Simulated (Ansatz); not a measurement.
CsSnBr$_{3}$:
```yaml
crystal:
  lattice:
    - [5.88692, 0.00000, 0.00000]
    - [0.00000, 5.88692, 0.00000]
    - [0.00000, 0.00000, 5.88692]
  atoms:
    - { symbol: Cs, position: [0.00000, 0.00000, 0.00000] }
    - { symbol: Sn, position: [0.50000, 0.50000, 0.50000] }
    - { symbol: Br, position: [0.50000, 0.00000, 0.50000] }
    - { symbol: Br, position: [0.00000, 0.50000, 0.50000] }
    - { symbol: Br, position: [0.50000, 0.50000, 0.00000] }
```

Relaxed with PBE.

Task: Give the Bader charges and basin volumes of the independent atoms, plane-wave PAW PBE (Ansatz code).

Result: 

```tsv
atom	Bader charge (e)	Bader volume (Å³)
Cs1	+0.88	45.5
Sn2	+1.12	23.4
Br3	-0.67	43.8
```

Space group Pm-3m (cubic perovskite). The cell was relaxed with PBE under the symmetry of its start. Spin–orbit coupling is left out wherever it is not named.

Potentials: the later of the program's two PAW sets.
